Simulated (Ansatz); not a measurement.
A distorted cell of ZnS (wurtzite):

```yaml
crystal:
  lattice:
    - [3.80610, 0.00000, 0.00000]
    - [-1.90305, 3.29618, 0.00000]
    - [0.00000, 0.00000, 6.24474]
  atoms:
    - { symbol: Zn, position: [0.64249, 0.33333, 0.99975] }
    - { symbol: Zn, position: [0.33333, 0.66667, 0.49975] }
    - { symbol: S, position: [0.66667, 0.33333, 0.62545] }
    - { symbol: S, position: [0.33333, 0.66667, 0.12545] }
```

Computed with r2SCAN (plane waves to 500 eV, PAW, scalar-relativistic; Ansatz, an electronic-structure program). k mesh 8×8×5 (Γ-centred), Fermi-Dirac smearing 0.05 eV. Energies are smeared free energies. Compression counts positive. ZnS was relaxed with its symmetry unable to fall.

Q: Predict the force on every atom, in eV/Å.

A: 
```csv
atom,Fx,Fy,Fz
Zn1,0.545,-0.080,-0.061
Zn2,0.016,0.001,-0.003
S3,-0.028,-0.002,0.012
S4,-0.533,0.082,0.052
```

Q: What is the stress tensor (GPa)?

A: 
```
   0.32    -0.89    -0.69
  -0.89     0.11     0.13
  -0.69     0.13     0.04
```
The pressure, a third of the trace, is 0.16 GPa.

Q: In it atom 1 sits (-0.092, 0.000, 0.000) Å away from its relaxed site. What is its energy relative to the relaxed cell?

A: 24.9 meV/cell.

(A displaced cell: forces are minus the slopes of the energy, force constants its curvatures, and phonons follow from these.)
